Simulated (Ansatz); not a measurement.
**Na2Sb, a known structure type with other elements, at an estimated volume**

```xyz
6
Lattice="0.0000 4.5515 0.0000 4.5515 0.0000 0.0000 2.2757 2.2757 -7.9530" Properties=species:S:1:pos:R:3 pbc="T T T"
Sb    2.2757    2.2757   -5.8502
Na    4.5515    4.5515   -5.4398
Na    2.2757    2.2757   -2.8026
Na    0.0000    2.2757    0.0000
Na    2.2757    0.0000    0.0000
Sb    4.5515    4.5515   -2.3079
```

Method: PBEsol, no spin polarisation; PAW, plane waves to 420 eV, 6×6×6 Γ-centred mesh, cold occupations (width 0.0125 eV) (Ansatz 0.2.0), atoms fixed.

**Forces.** The largest is on Na2: 0.49 eV/Å, components (0.00, 0.00, 0.49). It makes 0° with the line to a nearest neighbour, Sb6 at 3.13 Å, pointing towards it.
**At the Fermi level.** It is a metal, with about 5.1 states/eV a cell as the mean within 0.25 eV of the Fermi level, mostly Sb p (94 %).
**Formation energy.** -0.15 eV an atom against the elements' usual phases (free molecules for gases, crystals otherwise, with no correction for O₂ or N₂), so it is bound against them; other compounds may still compete. Relaxing would lower it.
**Charges.** Bader charges in e: Na +0.70 to +0.76, Sb -1.49 to -1.42. In the mean Na gives up most and Sb takes most.

Origin: a known structure type with other elements, at an estimated volume, so it need not be a known compound. Caveats: many states at the Fermi level without spin polarisation, so a magnetic state may lie lower.
